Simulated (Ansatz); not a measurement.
Input:

SiGe in space group P4_2/mmc (No. 131; Ge on 2c, Si on 2e), a = 3.614 Å, b = 3.614 Å, c = 6.698 Å, α = 90.00°, β = 90.00°, γ = 90.00°.

This is the PBE-relaxed structure.

### Question
All from DFT-PBE in the program Ansatz with PAW potentials, unless another level is named. Give the electronic character.

### Answer
metallic (no gap).

### Question
And the density of states at the Fermi level?

### Answer
0.44 states/eV per atom (mean over ±0.08 eV).

### Question
And the formation energy from the elements (no fitted shifts)?

### Answer
0.56 eV/atom.

The cell is a constructed one: a structure type filled with these elements; neither database checked (COD, Materials Project) lists it. Whether it is the stable phase at ambient conditions was not checked. Symmetry was held in the PBE relaxation; its stability against distortions is not shown here. The references are the lowest solids computed at this level, not always the standard phases. Scalar-relativistic: spin–orbit coupling is off unless named, which matters more the heavier the elements.

Potentials: the later of the program's two PAW sets.
